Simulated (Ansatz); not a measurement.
NaZnCl3 in the cubic perovskite structure, relaxed with r2SCAN in the plane-wave code Ansatz: the symmetry is Pm-3m (No. 221, cubic); conventional cell a = 4.858 Å, 22.93 Å³ an atom. Na is surrounded by 12 Cl at 3.44 Å; Zn is surrounded by 6 Cl at 2.43 Å; Cl is surrounded by 2 Zn at 2.43 Å and 4 Na at 3.44 Å. The cell was then strained (x, y and z are the cube axes), with the atoms relaxed again; stress is positive in compression. No spin polarisation. The prototype was imposed, so other structures may be more stable.

- Uniaxial -1.0 % along z, other directions held: r2SCAN's stress changes by +0.71 GPa along the strain and +0.31 GPa across it.
- Isotropic +0.5 % on every length: the pressure changes by -0.62 GPa, and the HSE06 gap (R → Γ) goes from 3.184 to 3.132 eV.
- Epitaxial strain of +1.5 % in the (001) plane: the free normal strain is -1.23 % and the in-plane stress changes by -0.99 GPa.

Estimate C₁₁, C₁₂ and the bulk modulus from the uniaxial step.
With compression positive, C₁₁ ≈ −Δσ∥/ε = (-0.71)/(-0.0100) = 71 GPa and C₁₂ ≈ (-0.31)/(-0.0100) = 31 GPa; B = (C₁₁ + 2C₁₂)/3 = 44 GPa. A one-sided step carries third-order terms: it reads high by some per cent.

What bulk modulus does the isotropic step give?
Δ ln V = 3 ln(1.0050) = +0.0150, so B ≈ −ΔP/Δ ln V = 41 GPa, against 44 GPa from C₁₁ and C₁₂; one-sided steps of finite size carry third-order terms.

Give the volume deformation potential of that gap and its pressure coefficient.
a_V = ΔE_g/Δ ln V = (-0.052)/(+0.0150) = -3.48 eV; dE_g/dP = −a_V/B = +84 meV/GPa, with HSE06's gap and r2SCAN's modulus.

What do the film's normal strain and stress say about the elastic constants?
ε⊥/ε∥ = (-0.0123)/(+0.0150) = -0.82, which linear elasticity sets to −2C₁₂/C₁₁ = -0.87 from the uniaxial step. The biaxial modulus is M = −Δσ/ε∥ = 66 GPa (C₁₁ + C₁₂ − 2C₁₂²/C₁₁ = 75 GPa).

How much elastic energy does the film store, with 22.93 Å³ an atom?
u = M ε∥² = −Δσ ε∥ = +0.99 × (+0.0150) = 0.0148 GPa, and 1 GPa Å³ is 6.2415 meV: 2.13 meV an atom. The total energies of the two runs differ by 2.09 meV an atom.

The meshes of the hybrids are coarse, so their gaps aren't converged to the digits shown.
